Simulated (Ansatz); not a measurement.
Ca4Bi2O:
```cif
data_Bi2Ca4O
_chemical_formula_sum 'Ca4 Bi2 O1'
_space_group_name_H-M_alt 'P 1'
_space_group_IT_number 1
_cell_length_a 8.91100
_cell_length_b 8.91100
_cell_length_c 8.91100
_cell_angle_alpha 149.188
_cell_angle_beta 149.188
_cell_angle_gamma 44.134
loop_
_space_group_symop_operation_xyz
  'x, y, z'
loop_
_atom_site_label
_atom_site_type_symbol
_atom_site_fract_x
_atom_site_fract_y
_atom_site_fract_z
_atom_site_occupancy
Ca1 Ca 0.33687 0.33687 0.00000 1
Ca2 Ca 0.66313 0.66313 0.00000 1
Ca3 Ca 0.50000 0.00000 0.50000 1
Ca4 Ca 0.00000 0.50000 0.50000 1
Bi1 Bi 0.14046 0.14046 0.00000 1
Bi2 Bi 0.85954 0.85954 0.00000 1
O1 O 0.50000 0.50000 0.00000 1
```

Relaxed with r²SCAN.

Question: Tabulate the valence density and the electron localisation function along the shortest Ca–O contact (2.37 Å), plane-wave PAW r²SCAN (Ansatz code).

Answer: 

```
distance from Ca (Å)  density (e/Å³)   ELF
--------------------  --------------  ----
0.24                            6.26  0.80
0.36                            5.38  0.84
0.47                            4.16  0.86
0.59                            2.85  0.86
0.71                            1.74  0.82
0.83                            0.96  0.67
0.95                            0.52  0.33
1.07                            0.32  0.10
1.18                            0.27  0.09
1.30                            0.32  0.22
1.42                            0.45  0.53
1.54                            0.72  0.74
1.66                            1.18  0.82
1.78                            2.04  0.83
1.89                            3.43  0.80
2.01                            5.09  0.70
2.13                            6.49  0.51
```

The density is the valence pseudo-density with augmentation charge, so density and ELF within about 1 Å of a nucleus are not all-electron values.

Space group I4/mmm. The first step of the workflow began from a Materials Project structure, measured or hypothetical; the Crystallography Open Database copy checked does not list it. Whether it is the stable phase at ambient conditions was not checked. The r²SCAN relaxation kept the symmetry of its start; its stability against distortions is not shown here. Spin–orbit coupling is left out wherever it is not named.

Potentials: the later of the program's two PAW sets.
